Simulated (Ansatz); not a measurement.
This trial cell of Ga₂Ge₂O₃ was written down by chemical analogy (I2_13, No. 199). Its size is a guess.

```
CELL_PARAMETERS angstrom
-3.66000 3.66000 3.66000
3.66000 -3.66000 3.66000
3.66000 3.66000 -3.66000
ATOMIC_POSITIONS crystal
Ga 0.50000 0.00000 0.05000
Ga 0.05000 0.50000 0.00000
Ga 0.00000 0.05000 0.50000
Ga 0.45000 0.45000 0.45000
Ge 0.97000 0.97000 0.97000
Ge 0.00000 0.53000 0.50000
Ge 0.50000 0.00000 0.53000
Ge 0.53000 0.50000 0.00000
O 0.25000 0.00000 0.25000
O 0.25000 0.50000 0.75000
O 0.75000 0.25000 0.50000
O 0.25000 0.25000 0.00000
O 0.50000 0.75000 0.25000
O 0.00000 0.25000 0.25000
```

Computed with DFT PBE, scalar-relativistic, plane waves, PAW in Ansatz. Cutoff 420 eV, Gaussian smearing, Γ-centred meshes. Cell and atoms relax first on a coarse mesh, the cell is then made exact in the group found at 0.06 to 0.08 Å, and last on a converged mesh; the steps can't lower the symmetry of their start. No spin polarisation.

A guess keeps its type if space group and coordination stay and the shape of the cell changes little (axis ratios within about 15 %, angles within 6°); the volume may change.

Q: Does it keep its structure type, or change into something else?

A: It doesn't keep its type. The symmetry stays I2_13 (No. 199). The volume per atom grows by 63.9 %, from 14.0 to 23.0 Å³. The shortest distance goes from 1.95 Å (Ge–O) to 1.96 Å (Ge–O). Counting neighbours within 15 % of an atom's shortest distance, the start has Ga 6, Ge 3, O 2 and the end Ga 3, Ge 3, O 2. In detail, at the end around Ga lie 3 O at 2.29 Å; Ge is surrounded by 3 O at 1.96 Å; around O lie 2 Ge at 1.96 Å and 2 Ga at 2.29 Å.

```
Ga Ge O
1.0
    -4.31553    4.31553    4.31553
     4.31553   -4.31553    4.31553
     4.31553    4.31553   -4.31553
Ga Ge O
4 4 6
Cartesian
  -2.1449 2.1706 2.1449
  2.1449 -2.1449 2.1706
  2.1706 2.1449 -2.1449
  2.1449 2.1449 2.1449
  0.4712 0.4712 0.4712
  3.8443 0.4712 -0.4712
  -0.4712 3.8443 0.4712
  0.4712 -0.4712 3.8443
  0.0000 2.1578 1.3405
  4.3155 2.1578 -1.3405
  -1.3405 4.3155 2.1578
  1.3405 0.0000 2.1578
  2.1578 -1.3405 4.3155
  2.1578 1.3405 0.0000
```

The last run used a 6×6×6 mesh for its 14-atom cell and Gaussian smearing of 0.02 eV. A structure relaxed within its symmetry needn't be a true minimum. Another cell of the same search, in P1, lies 193 meV/atom lower, so this cell isn't the stable form at this level.
